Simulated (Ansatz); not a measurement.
C3H:
```cif
data_C18H6
_chemical_formula_sum 'C18 H6'
_space_group_name_H-M_alt 'P6/mmm'
_space_group_IT_number 191
_space_group_name_Hall '-P 6 2'
_cell_length_a 11.85105
_cell_length_b 11.85105
_cell_length_c 3.71120
_cell_angle_alpha 90.000
_cell_angle_beta 90.000
_cell_angle_gamma 120.000
loop_
_atom_site_label
_atom_site_type_symbol
_atom_site_symmetry_multiplicity
_atom_site_Wyckoff_symbol
_atom_site_fract_x
_atom_site_fract_y
_atom_site_fract_z
_atom_site_occupancy
C1 C 6 l 0.19667 0.59834 0.00000 1
C2 C 6 l 0.26532 0.53065 0.00000 1
H1 H 6 l 0.21267 0.42534 0.00000 1
C3 C 6 l 0.05896 0.52948 0.00000 1
```

Relaxed with r²SCAN+D4. r²SCAN+D4 in the plane-wave PAW code Ansatz gives a gap of 1.92 eV.

**Question.** What gap does HSE06 give on the same cell (Ansatz, PAW)?

**Answer.** 2.48 eV, 0.56 eV more. The hybrid was solved on a coarser mesh and at special points; its gap is the smallest among all of these.

```
k  v1 r²SCAN+D4  c1 r²SCAN+D4  v1 HSE06  c1 HSE06
-  ------------  ------------  --------  --------
Γ          0.00          3.00       [?]       [?]
A         -0.91          1.92     -0.96      2.48
H         -0.92          1.97       [?]       [?]
K          0.00          3.01       [?]       [?]
L         -0.92          1.95       [?]       [?]
```

**Question.** Top valence (v1) and lowest conduction level (c1) in eV from each method's valence maximum (which need not be a listed point): supply the withheld HSE06 values.

**Answer.** 
- L, v1 HSE06: -0.97
- L, c1 HSE06: 2.52
- K, v1 HSE06: 0.00
- K, c1 HSE06: 3.66
- Γ, v1 HSE06: 0.00
- Γ, c1 HSE06: 3.65
- H, v1 HSE06: -0.97
- H, c1 HSE06: 2.54

Cost on shared cores: the r²SCAN+D4 run (SCF on a 3×3×8 mesh, then bands and DOS) roughly 11 core-minutes, the HSE06 run (SCF on 2×2×5, then a few points) about 23 core-minutes (a rough figure); the tasks are unlike.

The cell is a constructed one: a structure type filled with these elements; neither database checked (COD, Materials Project) lists it. Its standing as an ambient phase is unchecked. Symmetry was held in the r²SCAN+D4 relaxation; whether a distortion lowers the energy is not shown.

Potentials: the later of the program's two PAW sets.
